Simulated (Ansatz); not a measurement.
This cell of InAs (zinc blende) is off equilibrium:

```xyz
2
Lattice="0.0000 3.0546 3.0546 3.0546 0.0000 3.0546 3.0546 3.0546 0.0000" Properties=species:S:1:pos:R:3 pbc="T T T"
As     4.5818     4.5818     4.5818
In     0.4561     0.4561     0.4561
```

All values below come from r2SCAN (plane waves to 500 eV, PAW, scalar-relativistic; Ansatz, a first-principles code). k mesh 8×8×8 (Γ-centred), Fermi-Dirac smearing 0.05 eV. Energies are smeared free energies. Compression counts positive. As the smearing reaches across the gap at some points, energies and forces of such displacements shift with the k mesh and the smearing. InAs was relaxed with its symmetry unable to fall.

Problem. Predict the force on every atom, in eV/Å.

Solution. 
```tsv
atom	Fx	Fy	Fz
As1	0.431	0.431	0.431
In2	-0.431	-0.431	-0.431
```

Problem. Give the stress tensor in GPa and the pressure.

Solution. 
```
    3.6     -2.6     -2.6
   -2.6      3.6     -2.6
   -2.6     -2.6      3.6
```
The pressure, a third of the trace, is 3.6 GPa.

Problem. In it atom 2 sits (0.456, 0.456, 0.456) Å away from its relaxed site. What is its energy relative to the relaxed cell?

Solution. 819 meV/cell.

(For displaced atoms, the force is minus the slope of the energy, and its curvature is a force constant, which sets phonon frequencies.)
